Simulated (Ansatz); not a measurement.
**Data sheet: Mg3SnO (DFT)**

Mg3SnO:
Space group Pm-3m (No. 221); a = b = c = 4.348 Å, α = β = γ = 90.00°

```tsv
atom	site	symmetry	x	y	z
Sn	1a	m-3m	0.0000	0.0000	0.0000
O	1b	m-3m	0.5000	0.5000	0.5000
Mg	3c	4/mm.m	0.0000	0.5000	0.5000
```

Space group Pm-3m (No. 221), anti-perovskite; conventional cell a = b = c = 4.348 Å, α = β = γ = 90.00°.

Method: the program Ansatz at the r²SCAN level (PAW). Structure relaxed to zero pressure with the same functional. Other levels are named where they apply.

Cell and energy:

```json
{
  "volume_per_atom": "16.44 Å³",
  "density": "4.20 g/cm³",
  "Formation energy from the elements (no fitted shifts)": "-1.13 eV/atom"
}
```

Electronic structure:

```json
{
 "electronic_character": "metallic (no gap)",
 "Density of states at the Fermi level": "0.06 states/eV per atom (mean over ±0.08 eV)",
 "Gap with spin–orbit coupling": "none (metallic)"
}
```

Mechanics:

```json
{
 "Bulk modulus (Birch–Murnaghan fit)": "78.4 GPa",
 "Pressure derivative B′": "4.0"
}
```

Charges:

```json
{
  "bader_charges": "Sn -3.04, O -1.89, Mg +1.64 e"
}
```

The start of the workflow was typed in or built on a structure type; neither database checked (COD, Materials Project) lists it. Whether it is the stable phase at ambient conditions was not checked. The cell was relaxed with r²SCAN under the symmetry of its start; whether a distortion lowers the energy is not shown. The references are the lowest solids computed at this level, not always the standard phases (solids in place of the gases). Spin–orbit coupling is left out wherever it is not named.

Potentials: the earlier of the program's two PAW sets.
